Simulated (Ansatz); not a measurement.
EuCd (Pm-3m); U = 6 eV on Eu f.

```
CELL_PARAMETERS angstrom
3.91685 0.00000 0.00000
0.00000 3.91685 0.00000
0.00000 0.00000 3.91685
ATOMIC_POSITIONS crystal
Eu 0.50000 0.50000 0.50000
Cd 0.00000 0.00000 0.00000
```

The geometry is a structure from the Materials Project, held fixed and not relaxed.

Functional, mesh and filling: r²SCAN, 7×7×7 k mesh, Fermi–Dirac smearing of 0.03 eV. PAW means Ansatz 0.2.0 on its default frozen-core files. Site moments are integrated in spheres about the atoms. Start moments (μB): Eu1 7. DFT+U (Dudarev's form): U = 6.0 eV on Eu f.

The self-consistent cycle went as follows.

```csv
iteration,Harris–Foulkes energy less the last (meV),density residual (eV),M (μB),∫|m| (μB)
1,3459.502,3.7e+00,8.1738,8.1768
2,11284.692,1.1e+00,7.8067,7.8147
3,8219.184,1.6e-01,7.7132,7.7175
4,4544.598,6.2e-02,7.6817,7.6845
5,2108.158,9.3e-03,7.6522,7.6545
6,1053.249,8.0e-03,7.6345,7.6365
7,361.680,5.0e-03,7.5953,7.5972
8,0.977,7.8e-04,7.5049,7.5067
9,18.596,3.2e-04,7.4641,7.4658
10,2.309,1.4e-04,7.4551,7.4567
11,0.134,1.4e-05,7.4533,7.4550
12,-0.003,6.3e-06,7.4587,7.4604
13,0.006,1.9e-06,7.4628,7.4645
14,0.044,9.5e-07,7.4622,7.4639
15,-0.001,2.3e-07,7.4598,7.4615
16,0.001,8.6e-08,7.4599,7.4616
17,0.000,2.5e-08,7.4606,7.4623
```

Site moments (μB): Eu1 7.05, Cd2 0.08. Cell moment 7.46 μB.

The PAW files were made with PBE; the program remakes their cores once for the run's functional and then keeps them frozen. Spin–orbit coupling is left out although heavy atoms are present. In at least one run the program's final test of stability wasn't made or came to no verdict. With open f shells a run can end in a state that isn't the lowest. These are results for the start and cell typed. The real compound can order otherwise, in a larger cell, or not at all, since semilocal functionals at zero temperature often overstate magnetism.
